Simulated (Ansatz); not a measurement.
InP:
```
InP
1.0
    4.14878     0.00000     0.00000
   -2.07439     3.59295     0.00000
    0.00000     0.00000     6.80899
In P
2 2
Direct
  0.66667   0.33333   0.50021
  0.33333   0.66667   0.00021
  0.66667   0.33333   0.87479
  0.33333   0.66667   0.37479
```

PBEsol (plane waves, PAW; program Ansatz) gives a gap of 0.64 eV without spin–orbit coupling, maximum at Γ, minimum at Γ.

Task: What happens when spin–orbit coupling is switched on?

Result: The gap drops by 0.03 eV, to 0.61 eV; maximum at Γ, minimum at Γ.

Task: Give the electron effective mass with spin–orbit coupling.

Result: 0.050, 0.055, 0.055 mₑ (principal values).

Task: Give the hole effective mass with spin–orbit coupling.

Result: 0.10, 0.10, 1.1 mₑ (principal values).

Space group P6_3mc (wurtzite). The workflow started from a Materials Project entry (that database holds measured and hypothetical structures alike); the Crystallography Open Database copy checked does not list it. It is not the phase usual at ambient conditions (space group No. 216). The PBEsol relaxation kept the symmetry of its start; whether a distortion lowers the energy is not shown.

Potentials: the later of the program's two PAW sets.
